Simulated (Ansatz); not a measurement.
# Cr₂N: do energies and stresses tell the same story?

Computed with Ansatz 0.2.0, DFT PBEsol, scalar-relativistic, plane waves, PAW.

Settings: cutoff 420 eV, Γ-centred mesh 12×12×8 on the computed 9-atom cell, Gaussian smearing of 0.10 eV; no spin polarisation.

Relaxed cell: P-31m, a = 4.721 Å, b = 4.721 Å, c = 4.356 Å, α = 90.00°, β = 90.00°, γ = 120.00°, 9 atoms in the primitive cell.

Energies at zero smearing and pressures from the stress tensor, at volumes with shape and atoms relaxed:
```
V (Å³/atom) E − E(first) (meV/atom) P (GPa)
      8.219                     0.00    53.69
      8.499                   -78.69    36.79
      8.779                  -130.11    22.46
      9.059                  -158.41    10.30
      9.339                  -167.11     0.00
      9.620                  -159.25    -8.68
      9.900                  -137.41   -15.99
     10.273                   -90.39   -23.91
```

Check P = −dE/dV between neighbouring volumes, and get the bulk modulus from the pressures alone.

With 1 eV/Å³ = 160.2 GPa:
| middle V (Å³/atom) | −ΔE/ΔV (GPa) | mean P (GPa) |
| --- | --- | --- |
| 8.359 | 45.000 | 45.241 |
| 8.639 | 29.400 | 29.626 |
| 8.919 | 16.183 | 16.379 |
| 9.199 | 4.977 | 5.152 |
| 9.480 | -4.497 | -4.337 |
| 9.760 | -12.489 | -12.335 |
| 10.087 | -20.165 | -19.950 |

The two differ by 0.24 GPa at most. The mean of two end pressures misses the average over a step by about ΔV² P″/12, up to 0.23 GPa here; with that taken off 0.05 GPa remains. The stress is the derivative of the free energy, not of the energy at zero smearing, and with free energies 0.02 GPa remains. Around V = 9.339 Å³/atom, the two neighbours give B = −V ΔP/ΔV = 9.339 × 18.98 / 0.560 = 316.3 GPa, against B0 = 314.1 GPa from the Birch–Murnaghan fit of the energies.

Spin polarisation was left out, and a magnetic state may lie lower.

A ferromagnetic start lost its moments in a first run, so spin was left out; other magnetic orders weren't tried.

Cost: 9 runs of about 35 core-minutes in all, on Intel Xeon Platinum 8259CL (Skylake/Cascade Lake) (shared hosts).